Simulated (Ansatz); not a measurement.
# HfZrSe₄: computed properties

These are results of DFT PBE, scalar-relativistic, plane waves, PAW in Ansatz 0.2.0, not measurements.

Cutoff 420 eV; k points 12×12×4 on the computed 6-atom cell (Γ-centred); Gaussian smearing, width 0.02 eV; no spin polarisation.

The structure is relaxed at this level of theory with its symmetry kept, and needn't be the ground state of this composition.

```cif
data_structure
_symmetry_space_group_name_H-M 'P 1'
_symmetry_Int_Tables_number 1
_cell_length_a 3.7855
_cell_length_b 3.7855
_cell_length_c 13.9292
_cell_angle_alpha 90.000
_cell_angle_beta 90.000
_cell_angle_gamma 120.000
_cell_volume 172.86
loop_
_atom_site_label
_atom_site_type_symbol
_atom_site_fract_x
_atom_site_fract_y
_atom_site_fract_z
_atom_site_occupancy
Zr1 Zr 0.00000 0.00000 0.00000 1
Hf1 Hf 0.00000 0.00000 0.50000 1
Se1 Se 0.33333 0.66667 0.88594 1
Se2 Se 0.33333 0.66667 0.38727 1
Se3 Se 0.66667 0.33333 0.61273 1
Se4 Se 0.66667 0.33333 0.11406 1
```

(1) Formation energy from the elements' standard states (uncorrected)?

(2) Kohn–Sham band gap?

(3) Orbital (Löwdin) character of the top 1 eV of the valence band?

(4) Orbital (Löwdin) character of the lowest 1 eV of the conduction band?

(5) Electron masses at the edge by direction of the standard setting (m_e; one valley, along these axes only; no spin-orbit coupling)?

(6) Hole masses at the edge by direction of the standard setting (m_e; one valley, along these axes only; no spin-orbit coupling)?

(7) Electronic dielectric constant xx, yy, zz (independent particles)?

(8) Bader charge by site (e)?

Spin-orbit coupling is left out, which matters for the bands of heavy elements. The cell holds layers, chains or molecules and no dispersion correction was added, so their binding is poorly described.

Results:

(1) -1.351 eV/atom.

(2) 0.43 eV, indirect from Γ to M.

(3) Se 4p 89 %.

(4) Zr 4d 47 %, Hf 5d 29 %, Se 4p 18 %.

(5) x: 0.20; y: 1.6; z: 3.0.

(6) x: 0.30, 0.13; y: 0.30, 0.13; z: 9.3, 9.3.

(7) 13.8, 13.8, 7.6.

(8) Zr (1 in the cell) 1.91, Hf (1 in the cell) 1.98, Se (2 in the cell) -0.96, Se (2 in the cell) -0.99.

The cell was found from a structure generator's guess, not taken from experiment. Kohn–Sham gaps at this level usually fall short of measured ones. Löwdin shares on free-atom orbitals overweight diffuse shells in the empty bands.
